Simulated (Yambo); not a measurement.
Yambo input for LiCl (rock salt, space group Fm-3m, No. 225) under isotropic strain of -0.7 % on all lattice vectors (a = b = c = 3.5548 Å, α = β = γ = 60.00°), on PBEsol (pw.x of Quantum ESPRESSO, ONCV potentials, no spin-orbit coupling) wavefunctions on a 18×18×18 mesh:

```
optics
chi
dipoles
kernel
FFTGvecs= 40 Ry
Chimod= "HARTREE"
NGsBlkXd= 4 Ry
% QpntsRXd
 1 | 1 |
%
% BndsRnXd
 2 | 22 |
%
GrFnTpXd= "R"
% EnRngeXd
 0.0 | 20.0 | eV
%
% DmRngeXd
 0.2 | 0.2 | eV
%
CGrdSpXd= 50
ETStpsXd= 161
% LongDrXd
 1.0 | 0.0 | 0.0 |
%
```

First lines of the file o-*.eps_q1_inv_rpa_dyson:

```
Absorption @ Q(1):   1.00000000     0.00000000     0.00000000    [q->0 direction]
#
# [ X ] Hartree size     :   51
# [GEN] GF Energies     : Perdew, Burke & Ernzerhof SOL(X)+Perdew, Burke & Ernzerhof SOL(C)
# [GEN] Green`s Function     : Retarded
#
# [GEN] Gauge     : Length
# [GEN] [r,Vnl] included     : yes
#
#    E[1] [eV]     Im(eps)     Re(eps)     Im(eps_o)     Re(eps_o)
#
     0.000000     -0.58604E-09     2.887298     -0.60040E-18     3.407683
     0.125000     0.952629E-3     2.887595     0.001287     3.408085
     0.250000     0.001908     2.888486     0.002577     3.409289
     0.375000     0.002867     2.889975     0.003873     3.411300
     0.500000     0.003833     2.892064     0.005178     3.414123
     0.625000     0.004808     2.894759     0.006495     3.417762
     0.750000     0.005795     2.898065     0.007828     3.422228
     0.875000     0.006796     2.901991     0.009179     3.427531
     1.000000     0.007813     2.906546     0.010553     3.433683
     1.125000     0.008850     2.911741     0.011952     3.440699
     1.250000     0.009909     2.917589     0.013381     3.448598
     1.375000     0.010993     2.924106     0.014843     3.457397
     1.500000     0.012105     2.931306     0.016343     3.467119
     1.625000     0.013249     2.939210     0.017886     3.477789
     1.750000     0.014428     2.947837     0.019475     3.489436
     1.875000     0.015647     2.957211     0.021116     3.502088
     2.000000     0.016909     2.967358     0.022816     3.515781
     2.125000     0.018219     2.978306     0.024579     3.530553
     2.250000     0.019583     2.990086     0.026413     3.546445
     2.375000     0.021005     3.002733     0.028325     3.563502
     2.500000     0.022492     3.016286     0.030323     3.581777
     2.625000     0.024051     3.030787     0.032415     3.601324
     2.750000     0.025689     3.046282     0.034612     3.622206
     2.875000     0.027415     3.062822     0.036925     3.644490
     3.000000     0.029238     3.080466     0.039365     3.668252
     3.125000     0.031168     3.099277     0.041946     3.693575
     3.250000     0.033219     3.119324     0.044685     3.720550
     3.375000     0.035402     3.140685     0.047597     3.749280
     3.500000     0.037735     3.163448     0.050703     3.779879
     3.625000     0.040234     3.187710     0.054027     3.812472
     3.750000     0.042920     3.213579     0.057593     3.847202
     3.875000     0.045817     3.241177     0.061432     3.884227
     4.000000     0.048953     3.270643     0.065580     3.923726
```
(The file goes on to the top of the energy range.) Convergence of the RPA response with its 18×18×18 mesh was not tested.

Geometry strained from the cell relaxed with PBEsol, atoms relaxed again.
